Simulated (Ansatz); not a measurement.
A scan (energy against volume; even scaling of the relaxed cell, symmetry kept) gave these values. Computed with PBEsol (plane waves to 420 eV, PAW, scalar-relativistic; Ansatz, a quantum-chemistry and plane-wave program).

| Property | Result |
|---|---|
| Bulk modulus B₀ (third-order Birch-Murnaghan fit) | 49.4 GPa |
| Pressure derivative B₀′ (fit) | 5.2 |
| Equilibrium volume of the fit | 26.18 Å³/atom |

Question: Of these crystals, all scanned alike, which one is it?
(A) CuI (zinc blende)
(B) Ag (fcc, Cu type)
(C) TaN (rock salt)

Answer: A, CuI (zinc blende). The others have, for the bulk modulus: Ag 119 GPa, TaN 357 GPa

All were relaxed with their symmetry unable to fall. CuI is run without spin polarisation. Spin-orbit coupling is left out. TaN is run without spin polarisation. The PAW data are Ansatz's earlier set. This is a high-temperature form of TaN.

(Under strain, the slope of the energy per volume gives the stress and its curvature an elastic modulus.)
